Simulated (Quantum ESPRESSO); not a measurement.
pw.x input (Quantum ESPRESSO 7.5; PBEsol, PseudoDojo standard norm-conserving files, scalar-relativistic):

```
&CONTROL
  calculation = 'scf'
  pseudo_dir = './pseudo'
  outdir = './out'
  tprnfor = .true.
  tstress = .true.
/
&SYSTEM
  ibrav = 0
  nat = 5
  ntyp = 2
  ecutwfc = 86.0
  ecutrho = 344.0
  occupations = 'smearing'
  smearing = 'fd'
  degauss = 0.002
  nbnd = 44
  assume_isolated = '2D'
/
&ELECTRONS
  conv_thr = 5e-10
/
ATOMIC_SPECIES
Se 78.9710 Se.upf
In 114.8180 In.upf
CELL_PARAMETERS angstrom
  3.945997342993   0.000000000000   0.000000000000
 -1.972998671497   3.417333942298   0.000000000000
  0.000000000000   0.000000000000  21.800000000000
ATOMIC_POSITIONS crystal
Se   0.666666667000   0.333333333000  -0.146191116300
Se   0.000000000333   0.000000000000   0.000000000000
Se   0.333333333667   0.666666666333   0.146191116300
In   0.333333333667   0.666666666333  -0.084717742600
In   0.666666667000   0.333333333000   0.084717742600
K_POINTS automatic
12 12 1 0 0 0
```

End of the output:

```
     total energy              =    -992.01665557 Ry
     estimated scf accuracy    <       0.00000050 Ry
     total energy              =    -992.01665562 Ry
     estimated scf accuracy    <       0.00000002 Ry
     total energy              =    -992.01665563 Ry
     estimated scf accuracy    <          1.9E-09 Ry
[...]
     the Fermi energy is    -5.9419 ev
!    total energy              =    -992.01665563 Ry
     estimated scf accuracy    <          6.1E-11 Ry
     smearing contrib. (-TS)   =      -0.00000101 Ry
     internal energy E=F+TS    =    -992.01665462 Ry
     The total energy is F=E-TS. E is the sum of the following terms:
     one-electron contribution =   -7708.42024401 Ry
     hartree contribution      =    3845.66154281 Ry
     xc contribution           =    -223.23522450 Ry
     ewald contribution        =    3093.97727107 Ry
     convergence has been achieved in  11 iterations
     Forces acting on atoms (cartesian axes, Ry/au):
     atom    1 type  1   force =     0.00000000    0.00000000    0.00031051
     atom    2 type  1   force =     0.00000000    0.00000000    0.00000000
     atom    3 type  1   force =     0.00000000    0.00000000   -0.00031051
     atom    4 type  2   force =     0.00000000    0.00000000   -0.00042905
     atom    5 type  2   force =     0.00000000   -0.00000000    0.00042905
     Total force =     0.000749     Total SCF correction =     0.000067
```
In a gapped system the printed Fermi energy is only some level inside the gap.

Spin-orbit coupling is not included.

Geometry relaxed with PBEsol.
